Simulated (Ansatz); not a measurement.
SiO2:
```
SiO2
1.0
    4.92009     0.00000     0.00000
   -2.46005     4.26093     0.00000
    0.00000     0.00000     5.41601
Si O
3 6
Direct
  0.00000   0.46888   0.33333
  0.53112   0.53112   0.00000
  0.46888   0.00000   0.66667
  0.14394   0.73082   0.54889
  0.26918   0.41312   0.21556
  0.58688   0.85606   0.88222
  0.73082   0.14394   0.45111
  0.41312   0.26918   0.78444
  0.85606   0.58688   0.11778
```

Tensor components refer to the Cartesian frame of this cell.

Give the high-frequency dielectric tensor and the Born effective charge tensors of the independent atoms from DFPT, r²SCAN in the plane-wave PAW code Ansatz.


ε∞:
```
2.37  0.00  0.00
0.00  2.37  0.00
0.00  0.00  2.40
```
Z* of atom 1 (Si), rows: field, columns: displacement, in e:
```
 3.50   0.27   0.24
 0.27   3.19   0.14
-0.21  -0.12   3.46
```
Z* of atom 4 (O), rows: field, columns: displacement, in e:
```
-1.33  -0.51  -0.33
-0.46  -2.02  -0.71
-0.27  -0.74  -1.73
```

Static charges for comparison (Bader): Si1 +3.37, O4 -1.68 e. Born charges measure polarisation by displacement and can exceed these by far.

Space group P3_221. The cell was relaxed with r²SCAN under the symmetry of its start.

Potentials: the earlier of the program's two PAW sets. The files were generated under PBE; for other functionals the program regenerates the frozen cores, and for LDA and PBEsol the local potential too.
